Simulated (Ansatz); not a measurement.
Computed with Ansatz 0.2.0, DFT PBE, scalar-relativistic, plane waves, PAW. All cells share a 420 eV cutoff and Γ-centred k meshes spaced at most about 0.3 Å⁻¹ (about 0.25 or finer for metals, 2π included). No spin polarisation in the final relaxations.

These are static total energies at zero pressure. All come from trial cells, and lower structures may exist.

Problem. Order these relaxed structures of Mg3BeS by energy, lowest first, with the energy over the lowest of them.
A.

```cif
data_structure
_symmetry_space_group_name_H-M 'P-31m'
_symmetry_Int_Tables_number 162
_cell_length_a 7.3100
_cell_length_b 7.3100
_cell_length_c 4.1895
_cell_angle_alpha 90.000
_cell_angle_beta 90.000
_cell_angle_gamma 120.000
_cell_volume 193.88
loop_
_atom_site_label
_atom_site_type_symbol
_atom_site_symmetry_multiplicity
_atom_site_Wyckoff_symbol
_atom_site_fract_x
_atom_site_fract_y
_atom_site_fract_z
_atom_site_occupancy
Mg1 Mg 6 k 0.00000 0.66488 0.75249 1
Be1 Be 2 e 0.00000 0.00000 0.25522 1
S1 S 2 d 0.66667 0.33333 0.50000 1
```

B.

```cif
data_structure
_symmetry_space_group_name_H-M 'R3:H'
_symmetry_Int_Tables_number 146
_cell_length_a 6.2664
_cell_length_b 6.2664
_cell_length_c 9.7189
_cell_angle_alpha 90.000
_cell_angle_beta 90.000
_cell_angle_gamma 120.000
_cell_volume 330.51
loop_
_atom_site_label
_atom_site_type_symbol
_atom_site_symmetry_multiplicity
_atom_site_Wyckoff_symbol
_atom_site_fract_x
_atom_site_fract_y
_atom_site_fract_z
_atom_site_occupancy
Mg1 Mg 9 b 0.37675 0.01885 0.11852 1
Be1 Be 3 a 0.33333 0.66667 0.27017 1
S1 S 3 a 0.33333 0.66667 0.67650 1
```

C.

```cif
data_structure
_symmetry_space_group_name_H-M 'P-6m2'
_symmetry_Int_Tables_number 187
_cell_length_a 3.9523
_cell_length_b 3.9523
_cell_length_c 7.2111
_cell_angle_alpha 90.000
_cell_angle_beta 90.000
_cell_angle_gamma 120.000
_cell_volume 97.55
loop_
_atom_site_label
_atom_site_type_symbol
_atom_site_symmetry_multiplicity
_atom_site_Wyckoff_symbol
_atom_site_fract_x
_atom_site_fract_y
_atom_site_fract_z
_atom_site_occupancy
Mg1 Mg 2 h 0.33333 0.66667 0.28676 1
Mg2 Mg 1 e 0.66667 0.33333 0.00000 1
Be1 Be 1 a 0.00000 0.00000 0.00000 1
S1 S 1 f 0.66667 0.33333 0.50000 1
```

D.

```cif
data_structure
_symmetry_space_group_name_H-M 'P4mm'
_symmetry_Int_Tables_number 99
_cell_length_a 4.8294
_cell_length_b 4.8294
_cell_length_c 4.9845
_cell_angle_alpha 90.000
_cell_angle_beta 90.000
_cell_angle_gamma 90.000
_cell_volume 116.25
loop_
_atom_site_label
_atom_site_type_symbol
_atom_site_symmetry_multiplicity
_atom_site_Wyckoff_symbol
_atom_site_fract_x
_atom_site_fract_y
_atom_site_fract_z
_atom_site_occupancy
Mg1 Mg 2 c 0.00000 0.50000 0.48641 1
Mg2 Mg 1 b 0.50000 0.50000 0.04545 1
Be1 Be 1 b 0.50000 0.50000 0.56030 1
S1 S 1 a 0.00000 0.00000 0.26333 1
```

Solution. A (0 meV/atom), C (91 meV/atom), B (146 meV/atom), D (248 meV/atom). Forms: A P-31m; C P-6m2; B R3; D P4mm. Counting Be or Mg atoms around S (for each partner element, those within 1.25 times its shortest distance or 1.15 times the sum of covalent radii, where it is the nearest in units of that sum or under 1.3; a plus sign parts groups by distance over the sum of covalent radii): A has S 6; C has S 6; B has S 3+3; D has S 4.

A magnetic state wasn't ruled out in cells without spin, among them R3. Cells relaxed within their symmetry can be saddle points. Some structure types and database cells were kept out of the candidates from the start, so a known form may be missing.
